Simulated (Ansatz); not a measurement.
One input, then a changed one: RhN (CsCl type)

First run: DFT, LDA, all-electron LAPW, scalar-relativistic (Ansatz 0.2.0).

Command: `ansatz run input.yaml --threads 1 --pin off --max-ram 2048MiB --backend cpu --events-out ev --progress --plain --runs-dir out` It took 24 s on 1 thread of Arm Neoverse V1 (shared host), peak memory 0.44 GiB.

```yaml
crystal:
  lattice:
    - [2.1346916135, 0.0, 0.0]
    - [0.0, 2.1346916135, 0.0]
    - [0.0, 0.0, 2.1346916135]
  atoms:
    - { symbol: Rh, position: [0.0, 0.0, 0.0] }
    - { symbol: "N", position: [0.5, 0.5, 0.5] }
kpoints:
  mp_grid: { grid: [15, 15, 15] }
scf:
  occupations: { method: fermi_dirac, width: 0.1 }
hamiltonian:
  xc: lda
  pseudopotentials: { kind: all_electron, lapw: { basis_error: 0.001 } }
output:
  forces: true
  stress: true
  eigenvalues: true
  populations: true
```

The cell comes from a relaxation on PAW files under the same functional, begun from a prototype that needn't be the stable phase.

This run: volume at 0.52 of the series' base cell.

It converges in 7 SCF iterations at a pressure of 944.5 GPa.

The input is then changed:

```diff
   occupations: { method: fermi_dirac, width: 0.1 }
+  lower_state_search: standard
 hamiltonian:
   pseudopotentials: { kind: all_electron, lapw: { basis_error: 0.001 } }
+  dispersion: d3bj
 output:
```

What does the second run give?

It converges in 7 SCF iterations at a pressure of 916.4 GPa. More than one line changes, and not each need have an effect. Results part of its log:
```
Warning: the engine holds no damping parameters fitted to this dispersion correction and functional, so the run takes those fitted to pbe (hamiltonian.dispersion, under Limitations)
SCF 1 converged in 7 iterations: F = -131528.015120 eV  dr2 = 1.95e-9
SCF converged after 7 iterations
Free energy (F): -131528.015120 eV
Harris-Foulkes:  -131528.015120 eV  (|F-HF|=8.38e-9)
Internal energy: -131527.989464 eV  (E = F + TS)
E sigma→0 (E₀):  -131528.002292 eV
Entropy (-TS):   -0.025656 eV (-12.828 meV/atom)
Fermi energy:    49.197827 eV
--- Per-component energies (eV) ---
  E_band       = -6386.867328
  E_kinetic    = 137080.914531
  E_xc         = -3860.410669
  E_electrostatic = -264746.825240  (all electrons and nuclei)
  E_disp       = -1.668086  (pairwise vdW)
  E_smearing   = -0.025656  (= −TS)
  E_closure    = 0.000000  (closes the sum)
  E_atoms      = -131525.376281  (free atoms, spherical and without spin; not in F)
  Σ components = -131528.015120   (vs F -131528.015120, Δ=0.00e0)
  Basis errors (estimates in eV, not in F): energy 3.0e-4 per atom: plane waves 2.6e-4 (1.4e-4 summed), levels above the bands 1.5e-86, relativity 2.8e-8, radial functions 4.0e-5, core shells 6.3e-12; eigenvalues (radial functions only) 8.7e-6; not estimated: angular momenta, meshes, grids; target (lapw.basis_error) 1.0e-3; muffin-tin radii N 0.808 Å, Rh 1.041 Å
--- Forces (eV/Å), atoms counted from 1 ---
  atom   1  Rh     0.00000000    -0.00000000     0.00000000
  atom   2  N      0.00000000    -0.00000000     0.00000000
  max |Σ_I F_I| component: 1.64e-30 eV/Å
--- Stress (GPa, compression-positive) ---
      916.420755       0.000000       0.000000
        0.000000     916.420755       0.000000
        0.000000       0.000000     916.420755
  P = ⅓ Tr σ = 916.4208 GPa (9164.208 kbar)
--- Band table (eV; the first three rows and the last of 120) ---
  k-point 0: bands = ["-544.8501", "-431.6650", "-431.6650", "-431.6650", "-326.8909", "-250.2524", "-250.2524", "-250.2524", "-250.2319", "-250.2319", "-34.7330", "-1.0601", "-1.0601", "-1.0601", "22.6512", "34.0424", "34.0424", "43.6768", "43.6768", "43.6768", "46.7270", "46.7270", "46.7270", "64.2160", "70.1863", "70.1863"]
  k-point 1: bands = ["-544.8501", "-431.6650", "-431.6650", "-431.6650", "-326.8909", "-250.2524", "-250.2524", "-250.2524", "-250.2319", "-250.2319", "-34.7070", "-1.2525", "-1.0420", "-1.0420", "22.8425", "34.1105", "34.2289", "42.9624", "42.9624", "43.5098", "46.7597", "47.4142", "47.4142", "64.3765", "68.3194", "70.5086"]
  k-point 2: bands = ["-544.8501", "-431.6650", "-431.6650", "-431.6650", "-326.8909", "-250.2525", "-250.2525", "-250.2524", "-250.2319", "-250.2319", "-34.6329", "-1.7798", "-0.9904", "-0.9904", "23.3800", "34.3080", "34.6551", "41.6258", "41.6258", "43.2061", "46.8534", "48.6888", "48.6888", "64.7297", "65.4741", "71.4661"]
  k-point 119: bands = ["-544.8501", "-431.6650", "-431.6650", "-431.6650", "-326.8909", "-250.2525", "-250.2525", "-250.2525", "-250.2317", "-250.2317", "-32.9615", "-3.4507", "-3.4411", "-3.4411", "28.4595", "28.9479", "28.9479", "32.5856", "51.0027", "51.0027", "54.8230", "55.4550", "55.4550", "61.6023", "61.8403", "61.8403"]
--- Löwdin populations: 2 sites ---
  site symbol       q [e]
     0     Rh     44.1774
     1      N      7.6884
  spilling = 0.002580 (of n_electrons = 52.000000)
```
